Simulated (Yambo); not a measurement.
Absorption of Rb2SiF6 (space group Fm-3m, No. 225) with and without the electron-hole interaction (Yambo, PBEsol bands; 4×4×4 mesh, 17 valence and 7 conduction bands, static screening with 85 bands and a 3 Ry block, scissor 4.14 eV, Tamm-Dancoff; field along x).

| E (eV) | Im ε, BSE | Im ε, independent quasiparticles |
|---|---|---|
| 8.90 | 0.04 | 0.01 |
| 9.00 | 0.05 | 0.01 |
| 9.10 | 0.06 | 0.01 |
| 9.20 | 0.06 | 0.01 |
| 9.30 | 0.07 | 0.01 |
| 9.40 | 0.08 | 0.01 |
| 9.50 | 0.10 | 0.01 |
| 9.60 | 0.12 | 0.01 |
| 9.70 | 0.15 | 0.01 |
| 9.80 | 0.18 | 0.01 |
| 9.90 | 0.24 | 0.01 |
| 10.00 | 0.32 | 0.01 |
| 10.10 | 0.45 | 0.01 |
| 10.20 | 0.68 | 0.01 |
| 10.30 | 1.14 | 0.01 |
| 10.40 | 2.11 | 0.01 |
| 10.50 | 3.84 | 0.01 |
| 10.60 | 4.05 | 0.01 |
| 10.70 | 2.32 | 0.01 |
| 10.80 | 1.26 | 0.02 |
| 10.90 | 0.77 | 0.02 |
| 11.00 | 0.55 | 0.02 |
| 11.10 | 0.45 | 0.02 |
| 11.20 | 0.43 | 0.02 |
| 11.30 | 0.50 | 0.02 |
| 11.40 | 0.73 | 0.03 |
| 11.50 | 0.98 | 0.03 |
| 11.60 | 0.77 | 0.03 |
| 11.70 | 0.53 | 0.04 |
| 11.80 | 0.49 | 0.05 |
| 11.90 | 0.55 | 0.06 |
| 12.00 | 0.49 | 0.08 |
| 12.10 | 0.43 | 0.13 |
| 12.20 | 0.48 | 0.18 |
| 12.30 | 0.66 | 0.17 |
| 12.40 | 0.95 | 0.15 |
| 12.50 | 1.33 | 0.17 |
| 12.60 | 1.52 | 0.19 |
| 12.70 | 1.28 | 0.25 |
| 12.80 | 1.02 | 0.41 |
| 12.90 | 0.83 | 0.62 |
| 13.00 | 0.69 | 0.62 |
| 13.10 | 0.77 | 0.64 |
| 13.20 | 0.88 | 0.59 |
| 13.30 | 0.87 | 0.47 |
| 13.40 | 0.69 | 0.38 |
| 13.50 | 0.59 | 0.35 |
| 13.60 | 0.55 | 0.42 |
| 13.70 | 0.44 | 0.54 |
| 13.80 | 0.43 | 0.59 |
| 13.90 | 0.41 | 0.62 |
| 14.00 | 0.40 | 0.58 |
| 14.10 | 0.39 | 0.53 |
| 14.20 | 0.36 | 0.58 |
| 14.30 | 0.40 | 0.77 |
| 14.40 | 0.38 | 0.95 |
| 14.50 | 0.37 | 0.92 |
| 14.60 | 0.40 | 0.82 |
| 14.70 | 0.41 | 0.75 |
| 14.80 | 0.48 | 0.75 |
| 14.90 | 0.43 | 0.87 |
| 15.00 | 0.36 | 1.13 |
| 15.10 | 0.32 | 1.38 |
| 15.20 | 0.25 | 1.57 |
| 15.30 | 0.24 | 1.82 |
| 15.40 | 0.26 | 1.76 |
| 15.50 | 0.26 | 1.48 |
| 15.60 | 0.28 | 1.38 |
| 15.70 | 0.26 | 1.47 |
| 15.80 | 0.28 | 1.50 |

The scissor comes from a G0W0 run whose convergence isn't established. Broadening 0.15 eV. The band window holds all transitions up to 16.6 eV. Fine structure above the onset can come from the mesh.

Geometry of the Materials Project entry, not relaxed at this level; primitive cell a = 5.907 Å, b = 5.907 Å, c = 5.907 Å, α = 60.00°, β = 60.00°, γ = 60.00°.

The structure is a Materials Project entry; no match was found in the copy of COD used, and its stability was not checked.
